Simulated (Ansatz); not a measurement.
Geometry optimisation in Ansatz: input, command and trajectory.

```yaml
crystal:
  lattice:
    - [-4.51550208, 4.51550208, -1.50516736]
    - [-4.51550208, -1.50516736, 4.51550208]
    - [1.50516736, 4.51550208, 4.51550208]
  atoms:
    - { symbol: Cr, position: [0.002181194, 0.9952029608, 0.0068375828], spin: 3.0 }
    - { symbol: Cr, position: [0.5008532303, 0.4983796605, 0.9992756821], spin: -3.0 }
    - { symbol: Cr, position: [0.2042973572, 0.1986003675, 0.2031256984], spin: -3.0 }
    - { symbol: Cr, position: [0.6944068269, 0.6997524862, 0.1919230105], spin: 3.0 }
    - { symbol: Cr, position: [0.8018845045, 0.295535895, 0.2934939176], spin: 3.0 }
    - { symbol: Cr, position: [0.2969139831, 0.8057557708, 0.2986185152], spin: 3.0 }
    - { symbol: Cr, position: [0.0045588317, 0.4951587118, 0.4998359869], spin: 3.0 }
    - { symbol: Cr, position: [0.1015122802, 0.1013045694, 0.6003222407], spin: -3.0 }
    - { symbol: Cr, position: [0.9001146989, 0.9049563803, 0.4057202521], spin: 3.0 }
    - { symbol: Cr, position: [0.597012862, 0.6047585087, 0.5988002978], spin: -3.0 }
    - { symbol: Cr, position: [0.1996940472, 0.6978043444, 0.7018511409], spin: 3.0 }
    - { symbol: Cr, position: [0.3082586772, 0.2983606977, 0.8012167359], spin: 3.0 }
    - { symbol: Cr, position: [0.7976655709, 0.8000963453, 0.7998289704], spin: 3.0 }
    - { symbol: Cr, position: [0.8991173889, 0.3963792199, 0.9003982138], spin: 3.0 }
    - { symbol: Ta, position: [0.5998260016, 0.1043443408, 0.1022590513] }
    - { symbol: Ta, position: [0.3995515254, 0.3982676594, 0.3988059581] }
    - { symbol: Ta, position: [0.4972550355, 0.0019447441, 0.4969340415] }
    - { symbol: Ta, position: [0.6947875023, 0.1998452529, 0.7015641309] }
    - { symbol: Ta, position: [0.4055901002, 0.907106138, 0.9011601437] }
    - { symbol: W, position: [0.0988210433, 0.5990609588, 0.0975126585] }
  symmetry: { detect: false }
basis:
  ecutwfc: 420
kpoints:
  mp_grid: { grid: [2, 2, 2], shift: [0.5, 0.5, 0.5] }
hamiltonian:
  xc: pbe
scf:
  occupations: { method: gaussian, width: 0.1 }
  lower_state_search: "off"
output:
  forces: true
  stress: true
  eigenvalues: true
  populations: true
magnetization:
  spin_polarized: true
relax:
  adjacent_minimum: "off"
  f_tol: 0.04
  max_steps: 50
  cell: { stress_tol: 0.3 }
```

```bash
ansatz run input.yaml --threads 4 --pin off --max-ram 9216MiB --backend cpu --events-out ev --progress --plain --runs-dir out
```

Computed with DFT PBE, scalar-relativistic, plane waves, PAW (Ansatz 0.2.0).

Of 6 frames 5 are shown, positions in Å and forces in eV/Å; the SCF threshold varies from step to step. Steps run on the plane waves of an earlier cell, with a Pulay correction in the pressure. The basis is chosen afresh for the last frame, the zero of the energies, and at times for earlier ones too; energy and pressure can step there, also at an unchanged geometry. Where two frames share a geometry here, they differ by under 2 meV/atom and 0.3 GPa.

```xyz
20
Lattice="-4.5155 4.5155 -1.5052 -4.5155 -1.5052 4.5155 1.5052 4.5155 4.5155" Properties=species:S:1:pos:R:3:forces:R:3 pbc="T T T" step=1 free_energy_over_end_meV_per_atom=83.18 pressure_GPa=1.56
Cr   -4.4934   -1.4572    4.5214   -0.4607   -0.4842    0.1977
Cr   -3.0080    6.0237    6.0088   -0.8297   -0.3858   -0.1954
Cr   -1.5135    1.5408    1.5065    1.2663   -1.4448    0.0180
Cr   -6.0065    2.9490    2.9812    0.2973    1.0025   -0.3653
Cr   -4.5136    4.5014    1.4528   -1.3627    0.6752    0.1629
Cr   -4.5296    1.4763    4.5399    0.7825    0.0215    0.2932
Cr   -1.5041    1.5323    4.4860    0.5359   -0.4872    0.9036
Cr   -0.0122    3.0167    3.0154    0.3447   -0.2773    0.1353
Cr   -7.5401    4.5344    4.5635   -0.2998    0.6094   -0.9578
Cr   -4.5253    4.4894    4.5361   -0.4735    0.5831    0.0981
Cr   -2.9963    3.0206    6.0196    0.3455   -0.6565   -0.4277
Cr   -1.5332    4.5608    4.5012    0.6933   -1.3636    1.8100
Cr   -6.0108    6.0092    6.0238   -0.1296    1.0972   -1.2610
Cr   -4.4946    7.5291    4.5023   -0.7264    0.2704    0.1951
Ta   -3.0258    3.0132    0.0301   -0.9539    1.2591    0.0430
Ta   -3.0023    3.0055    2.9978   -1.3206   -1.1152    1.8374
Ta   -1.5062    4.4863    1.5042    2.0959    0.6614   -1.8495
Ta   -2.9837    6.0044    3.0245   -3.0674    0.7330   -0.3306
Ta   -4.5711    4.5353    7.5547    2.9325   -0.5257   -0.5854
W    -3.0045   -0.0151    2.9966    0.3304   -0.1725    0.2783
20
Lattice="-4.4931 4.5014 -1.5099 -4.5051 -1.5238 4.4957 1.5443 4.5482 4.5306" Properties=species:S:1:pos:R:3:forces:R:3 pbc="T T T" step=2 free_energy_over_end_meV_per_atom=15.98 pressure_GPa=-0.74
Cr   -4.5114   -1.5402    4.5105   -0.0757   -0.0387    0.0548
Cr   -2.9954    6.0330    5.9882    0.0420   -0.0260   -0.1670
Cr   -1.4401    1.4697    1.5023    0.1741   -0.2023   -0.0249
Cr   -5.9539    3.0013    2.9499   -0.1829    0.2480   -0.0449
Cr   -4.5677    4.5354    1.4625   -0.3510    0.1420    0.2728
Cr   -4.4498    1.4602    4.5381    0.1820   -0.5156    0.2580
Cr   -1.4328    1.4988    4.5554   -0.5063   -0.1502    0.2466
Cr    0.0135    3.0132    3.0093   -0.0354    0.1456   -0.0650
Cr   -7.5218    4.5413    4.4825    0.1250    0.2484   -0.2012
Cr   -4.4986    4.5395    4.5421   -0.1444    0.6727   -0.2303
Cr   -2.9206    2.9757    5.9729    0.4464   -0.3616    0.1645
Cr   -1.4556    4.5304    4.5719    0.2563   -0.3705    0.4826
Cr   -5.9608    6.0600    5.9675   -0.1666    0.2665   -0.3537
Cr   -4.5052    7.5727    4.5437   -0.1422   -0.0091   -0.1253
Ta   -3.0467    3.0654    0.0208   -0.0294   -0.4248   -0.1436
Ta   -3.0275    2.9344    3.0951    0.5213    0.7364   -0.8002
Ta   -1.3658    4.5485    1.4171   -0.6521   -0.1415    0.7730
Ta   -3.1188    6.0486    3.0148    1.0812   -0.2889   -0.2922
Ta   -4.3263    4.5149    7.5159   -1.1827    0.1191    0.2362
W    -2.9923   -0.0338    3.0165    0.6402   -0.0494   -0.0404
20
Lattice="-4.4552 4.4004 -1.5691 -4.4622 -1.5640 4.4367 1.6656 4.5325 4.5617" Properties=species:S:1:pos:R:3:forces:R:3 pbc="T T T" step=3 free_energy_over_end_meV_per_atom=3.78 pressure_GPa=0.85
Cr   -4.4825   -1.5825    4.4459   -0.0983    0.0810    0.1366
Cr   -2.8269    5.9401    5.9694   -0.2145    0.0857   -0.0441
Cr   -1.3913    1.3919    1.4676    0.2026    0.1337    0.1099
Cr   -5.8996    2.9073    2.8513    0.0565    0.2194    0.1829
Cr   -4.5202    4.4625    1.4506    0.0921    0.0204    0.0078
Cr   -4.3463    1.3256    4.4630   -0.0079    0.2840    0.3637
Cr   -1.3880    1.4655    4.5536    0.0568    0.0484    0.1254
Cr    0.0939    2.9926    3.0356    0.1400    0.0003   -0.1882
Cr   -7.3731    4.4309    4.3828   -0.1533   -0.0693   -0.2811
Cr   -4.4039    4.5399    4.4852    0.0945   -0.2584   -0.0721
Cr   -2.7690    2.8918    5.9655    0.1159   -0.0186   -0.1076
Cr   -1.3204    4.4273    4.6074    0.0943   -0.1103   -0.1668
Cr   -5.8155    5.9914    5.8891    0.0044   -0.4048   -0.1757
Cr   -4.3404    7.4253    4.4845   -0.0234    0.1413   -0.1257
Ta   -3.0264    2.9989    0.0009    0.1305   -0.1123   -0.1340
Ta   -2.9283    2.9205    3.0267   -0.1276   -0.0741    0.1220
Ta   -1.2860    4.4586    1.3981   -0.1315    0.0418    0.0928
Ta   -2.9031    5.9545    2.9600   -0.3831    0.1260    0.1649
Ta   -4.2336    4.4182    7.4627    0.1068   -0.0339   -0.0423
W    -2.9345   -0.0594    2.9655    0.0454   -0.1003    0.0316
20
Lattice="-4.4496 4.4270 -1.5569 -4.4868 -1.5817 4.4641 1.6354 4.5335 4.5334" Properties=species:S:1:pos:R:3:forces:R:3 pbc="T T T" step=4 free_energy_over_end_meV_per_atom=0.35 pressure_GPa=0.02
Cr   -4.5072   -1.5884    4.4814    0.0556   -0.0420    0.0531
Cr   -2.8872    5.9545    5.9578    0.0327   -0.0166   -0.0019
Cr   -1.3815    1.4105    1.4867   -0.0131   -0.0283   -0.0035
Cr   -5.9183    2.9342    2.8940   -0.0058    0.0456   -0.0059
Cr   -4.5265    4.4786    1.4537    0.0314    0.0117    0.0212
Cr   -4.3617    1.3424    4.5186   -0.1026    0.0311   -0.0927
Cr   -1.4191    1.4663    4.5651    0.0839   -0.1083   -0.0768
Cr    0.0892    2.9979    2.9998   -0.1018    0.0577    0.0270
Cr   -7.4218    4.4314    4.3830    0.0824   -0.0425    0.0483
Cr   -4.4323    4.5117    4.4936   -0.0710    0.0551   -0.0362
Cr   -2.7947    2.8765    5.9562   -0.0155    0.0066    0.0311
Cr   -1.3287    4.4205    4.5808   -0.0065   -0.0003   -0.0600
Cr   -5.8512    5.9623    5.8721   -0.0691    0.0153    0.0353
Cr   -4.3717    7.4617    4.4657   -0.0502   -0.0193    0.0619
Ta   -3.0192    2.9961   -0.0022   -0.0251    0.0983    0.0504
Ta   -2.9582    2.9161    3.0330    0.0319   -0.0124    0.0322
Ta   -1.3263    4.4840    1.4110    0.0644   -0.0693   -0.0221
Ta   -2.9574    5.9731    2.9668    0.0079    0.0095   -0.0380
Ta   -4.2665    4.4173    7.4670    0.0152    0.0084   -0.0078
W    -2.9524   -0.0727    2.9822    0.0551   -0.0003   -0.0156
20
Lattice="-4.4416 4.4170 -1.5666 -4.4903 -1.5989 4.4661 1.6482 4.5273 4.5277" Properties=species:S:1:pos:R:3:forces:R:3 pbc="T T T" step=6 free_energy_over_end_meV_per_atom=0.00 pressure_GPa=0.01
Cr   -4.5071   -1.6051    4.4884    0.0115   -0.0033   -0.0020
Cr   -2.8684    5.9332    5.9470   -0.0313   -0.0036   -0.0037
Cr   -1.3757    1.4002    1.4788   -0.0220   -0.0042    0.0273
Cr   -5.9137    2.9155    2.8908    0.0008    0.0334    0.0163
Cr   -4.5131    4.4654    1.4487   -0.0201    0.0194   -0.0034
Cr   -4.3632    1.3249    4.5037   -0.0056    0.0239    0.0211
Cr   -1.4067    1.4443    4.5556   -0.0185   -0.0047    0.0085
Cr    0.0865    2.9965    3.0024    0.0256    0.0030   -0.0106
Cr   -7.4048    4.4008    4.3771    0.0008   -0.0201   -0.0252
Cr   -4.4300    4.4988    4.4817    0.0210   -0.0174   -0.0067
Cr   -2.7878    2.8545    5.9514    0.0056    0.0103    0.0239
Cr   -1.3154    4.4075    4.5656   -0.0179   -0.0076    0.0173
Cr   -5.8483    5.9369    5.8667   -0.0113    0.0069   -0.0322
Cr   -4.3586    7.4370    4.4616    0.0184   -0.0074   -0.0123
Ta   -3.0153    2.9929   -0.0032   -0.0116   -0.0107   -0.0159
Ta   -2.9482    2.9022    3.0302    0.0062   -0.0036   -0.0012
Ta   -1.3107    4.4721    1.4025    0.0031    0.0006    0.0189
Ta   -2.9432    5.9617    2.9565    0.0086   -0.0016    0.0012
Ta   -4.2536    4.3938    7.4568    0.0080    0.0034   -0.0118
W    -2.9506   -0.0845    2.9793    0.0285   -0.0169   -0.0094
```

Time: 2.7 min on 4 threads of Intel(R) Xeon(R) 6975P-C (Granite Rapids), on a shared host, peak memory 1.5 GiB.

The k mesh is coarse. Spin-orbit coupling is left out, which matters for the bands of heavy elements.